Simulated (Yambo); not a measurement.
CaHI (space group P4/nmm, No. 129), G0W0@LDA in Yambo; all else as in the reference (4×4×1 Γ-centred k mesh, 270 bands and a 8 Ry block in the screening, 270 bands in G with the Bruneval-Gonze terminator, plasmon pole fitted at 27.2 eV). One parameter is varied: the cutoff of the exchange sum, over 5, 10, 20, 40, 74 Ry.

Q: From which value on does the gap X → M stay within 0.05 eV of the largest setting?

A: From 20 Ry on.
| cutoff of the exchange sum (Ry) | G0W0 gap (eV) | valence shift (eV) |
|---|---|---|
| 5 | 5.78 | -0.90 |
| 10 | 5.56 | -1.05 |
| 20 | 5.43 | -1.08 |
| 40 | 5.40 | -1.09 |
| 74 | 5.40 | -1.09 |
The last step of the sweep still moves the gap by 2 meV; the other settings are held fixed.

Spin-orbit coupling is not included.

Geometry of the Materials Project entry, not relaxed at this level; primitive cell a = 4.023 Å, b = 4.023 Å, c = 9.343 Å, α = 90.00°, β = 90.00°, γ = 90.00°.

A shift is the quasiparticle energy of the state minus its LDA energy.

The distance between layers or molecules is the database entry's, not relaxed here. Functionals without dispersion can leave it too large, which widens gaps and weakens the response across layers: the numbers belong to this cell.
